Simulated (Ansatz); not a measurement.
## KMnF3: do energies and stresses tell the same story?

The calculation used DFT r2SCAN, scalar-relativistic, plane waves, PAW (Ansatz 0.2.0).

Plane waves to 500 eV, a k mesh through Γ of 8×8×8 on the computed 5-atom cell and Gaussian smearing (0.02 eV); collinear spin from starting moments 0 4.65 0 0 0 μB.

Relaxed cell: Pm-3m, a = 4.187 Å, b = 4.187 Å, c = 4.187 Å, α = 90.00°, β = 90.00°, γ = 90.00°, 5 atoms in the primitive cell.

Energies at zero smearing and pressures from the stress tensor, at volumes with shape and atoms relaxed:
| V (Å³/atom) | E − E(first) (meV/atom) | P (GPa) |
| --- | --- | --- |
| 13.799 | 0.00 | 5.13 |
| 14.239 | -10.17 | 2.34 |
| 14.679 | -13.26 | -0.02 |
| 15.120 | -10.39 | -2.01 |
| 15.560 | -2.48 | -3.70 |

Check P = −dE/dV between neighbouring volumes, and get the bulk modulus from the pressures alone.

With 1 eV/Å³ = 160.2 GPa:
| middle V (Å³/atom) | −ΔE/ΔV (GPa) | mean P (GPa) |
| --- | --- | --- |
| 14.019 | 3.699 | 3.737 |
| 14.459 | 1.125 | 1.160 |
| 14.900 | -1.044 | -1.016 |
| 15.340 | -2.877 | -2.855 |

The two differ by 0.04 GPa at most. The mean of two end pressures misses the average over a step by about ΔV² P″/12, up to 0.04 GPa here; with that taken off 0.00 GPa remains. Around V = 14.679 Å³/atom, the two neighbours give B = −V ΔP/ΔV = 14.679 × 4.35 / 0.881 = 72.5 GPa, against B0 = 72.3 GPa from the Birch–Murnaghan fit of the energies.

The state reached may not be the lowest one. The cell holds one magnetic atom, so it can only be ferromagnetic; an antiferromagnetic order may lie lower.

Only this magnetic start was tried.

Symmetry holds off the tilts and polar distortions that many cubic perovskites undergo.

Cost: 6 runs of about 8.4 core-minutes in all, on Intel Xeon Processor @ 2.50GHz (Skylake/Cascade Lake) (shared hosts).